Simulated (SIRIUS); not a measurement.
Consider a self-consistent single point of YSi2 (C2/c, 6 atoms in the cell; from Materials Project mp-12769, changed as shown).

```yaml
crystal:
  lattice:
    - [2.72248, -2.72131, 0.00000]
    - [2.72248, 2.72131, 0.00000]
    - [-2.62195, 0.00000, 7.09406]
  atoms:
    - { symbol: Y, position: [0.62554, 0.37446, 0.75000] }
    - { symbol: Y, position: [0.37446, 0.62554, 0.25000] }
    - { symbol: Si, position: [0.04299, 0.79141, 0.58513] }
    - { symbol: Si, position: [0.95701, 0.20859, 0.41487] }
    - { symbol: Si, position: [0.20859, 0.95701, 0.91487] }
    - { symbol: Si, position: [0.79141, 0.04299, 0.08513] }
```

Computed with LDA (PW92), GBRV LDA ultrasoft pseudopotentials (plane waves; SIRIUS 7.12.0).

SIRIUS settings:

* **parameters.ngridk**: 8 8 4
* **parameters.xc_functionals**: [XC_LDA_X, XC_LDA_C_PW]
* **parameters.gk_cutoff**: 6.325 1/bohr
* **parameters.pw_cutoff**: 14.143 1/bohr
* **parameters.smearing**: fermi_dirac
* **parameters.smearing_width**: 0.00367493 Ha
* **potentials**: GBRV LDA ultrasoft pseudopotentials
* **parameters.electronic_structure_method**: pseudopotential
* **parameters.num_bands**: 23
* **parameters.num_mag_dims**: 0
* **parameters.num_dft_iter**: 100
* **parameters.energy_tol**: 1e-07 Ha
* **parameters.density_tol**: 1e-06
* **mixer.type**: anderson
* **mixer.beta**: 0.5
* **mixer.use_hartree**: false

**Question.** Estimate, at this level of theory: pressure and largest force (vector length).

**Answer.** The run gave:

Pressure: 4.41 GPa
Largest force (vector length): 0.178 eV/Å

For comparison: a first run was changed to give this one (lattice scaled by 0.98), and from it to this one the free energy rises by 8.0 meV/atom, the pressure goes from -1.85 to 4.41 GPa and the largest force goes from 0.145 to 0.178 eV/Å.

The structure comes from a collection of computed structures, made at another level of theory; the collection holds predicted forms beside known ones. Its lattice was then scaled.

Cost on one core: about 4 core-minutes (a rough figure).
